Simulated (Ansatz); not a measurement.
Computed with Ansatz, DFT PBE, scalar-relativistic, plane waves, PAW. All cells share a 420 eV cutoff and Γ-centred k meshes spaced at most about 0.3 Å⁻¹ (about 0.25 or finer for metals, 2π included). No spin polarisation in the final relaxations.

Each of these unrelaxed guesses is relaxed in cell and atoms within its symmetry. A guess keeps its type if space group and coordination stay and the shape of the cell changes little (axis ratios within about 15 %, angles within 6°); the volume may change.

1. Ru2Rh

```
Ru Rh
1.0
     4.24693    0.00000    0.00000
    -2.12347    3.67795    0.00000
     0.00000    0.00000    2.69974
Ru Rh
2 1
Direct
  0.33333 0.66667 0.50000
  0.66667 0.33333 0.50000
  0.00000 0.00000 0.00000
```

2. Cu2H3

```
Cu H
1.0
    -2.01927    2.01927    2.45062
     2.01927   -2.01927    2.45062
     2.01927    2.01927   -2.45062
Cu H
2 3
Direct
  0.72044 0.72044 0.00000
  0.27956 0.27956 0.00000
  0.00000 0.00000 0.00000
  0.25000 0.75000 0.50000
  0.75000 0.25000 0.50000
```

Question: Which guesses survive the relaxation?

Answer: Guess 1 keeps its type.

| guess | kept | start group | end group | V start (Å³/atom) | V end | b/a and c/a, end over start | nearest neighbours start | nearest neighbours end |
| --- | --- | --- | --- | --- | --- | --- | --- | --- |
| 1 | yes | P6/mmm | P6/mmm | 14.1 | 14.2 | 1.00, 0.98 | Rh 14, Ru 11 | Rh 14, Ru 11 |
| 2 | no | I4/mmm | I4/mmm | 8.0 | 9.7 | 1.00, 2.05 | Cu 1, H 2/4 | Cu 5, H 2/4 |

Neighbours count within 15 % of an atom's shortest distance; end groups are read at 0.02 Å (0.05 Å in metals).

A magnetic state wasn't ruled out in cells without spin, among them Cu2H3 I4/mmm. Cells relaxed within their symmetry can be saddle points.

In counts of neighbours, a slash parts the counts of unlike sites.
